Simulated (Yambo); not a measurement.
Given:

```
CELL_PARAMETERS angstrom
      2.39003    -3.53199     0.00000
      2.39003     3.53199     0.00000
      0.00000     0.00000     7.58942
ATOMIC_POSITIONS crystal
  S  0.28329 0.71671 0.43618
  S  0.71671 0.28329 0.93618
  Ag 0.49346 0.50654 0.69122
  Ag 0.50654 0.49346 0.19122
  Ag 0.10600 0.89400 0.93535
  Ag 0.89400 0.10600 0.43535
```

Workflow: PBEsol (Quantum ESPRESSO, PseudoDojo norm-conserving, 82 Ry, no spin-orbit coupling), then G0W0 in Yambo (4×4×2 Γ-centred k mesh, bands 17 to 159 and a 6 Ry block in the screening, 159 bands in G with the Bruneval-Gonze terminator, plasmon pole fitted at 27.2 eV).

**Question.** Give the PBEsol and G0W0 gaps between the band edges found on this mesh, and say where the edges lie.

**Answer.** Edges: (0, -0.5, 0) → Γ. PBEsol: 1.21 eV; G0W0: 2.06 eV. Nearest settings tried, and what they do to the gap: 113 bands in G: +9 meV; 113 bands in W, 113 bands in G: +86 meV; 5 Ry block (161 vectors against 217): -14 meV; 2×2×1 mesh: -155 meV. So the settings aren't converged at that level. Spin-orbit splittings are left out.

Geometry of the Materials Project entry, not relaxed at this level.

The structure is a Materials Project entry; no match was found in the copy of COD used, and its stability was not checked.
